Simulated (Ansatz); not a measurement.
MgO:
```
CELL_PARAMETERS angstrom
      3.45166     0.00000     0.00000
     -1.72583     2.98923     0.00000
      0.00000     0.00000     4.13954
ATOMIC_POSITIONS crystal
  Mg 0.66667 0.33333 0.75000
  Mg 0.33333 0.66667 0.25000
  O  0.66667 0.33333 0.25000
  O  0.33333 0.66667 0.75000
```

Relaxed with LDA. Special points in fractions of this cell's reciprocal vectors: Γ (0.000, 0.000, 0.000); M (0.500, 0.000, 0.000); K (0.333, 0.333, 0.000); A (0.000, 0.000, 0.500); L (0.500, 0.000, 0.500); H (0.333, 0.333, 0.500).

Problem. List the band energies nearest the valence-band maximum at these points for DFT-LDA in the program Ansatz with PAW potentials.

Solution. In eV from the valence-band maximum; about four levels below and three above (degenerate sets whole), none deeper than 8.9 eV; … stands for higher levels left out; points with the same levels are listed once.

```
k                          below            above
-  -----------------------------  ---------------
Γ   -1.80 -1.80 -0.85 -0.85 0.00  3.49 9.48 12.30
M        -2.43 -2.04 -1.36 -0.54   6.92 9.22 9.76
K  -2.26 -2.26 -1.89 -1.89 -0.93      7.22 8.86 …
A        -1.35 -1.35 -1.35 -1.35      6.51 6.51 …
L        -1.60 -1.60 -0.87 -0.87      7.27 7.27 …
H        -2.60 -2.60 -0.41 -0.41      8.08 8.08 …
```

Space group P6_3/mmc. The first step of the workflow began from a Materials Project structure, measured or hypothetical; the Crystallography Open Database copy checked does not list it. It is not the phase usual at ambient conditions (space group No. 225). The cell was relaxed with LDA under the symmetry of its start; whether a distortion lowers the energy is not shown.

Potentials: the earlier of the program's two PAW sets. The files were generated under PBE; for other functionals the program regenerates the frozen cores, and for LDA and PBEsol the local potential too.
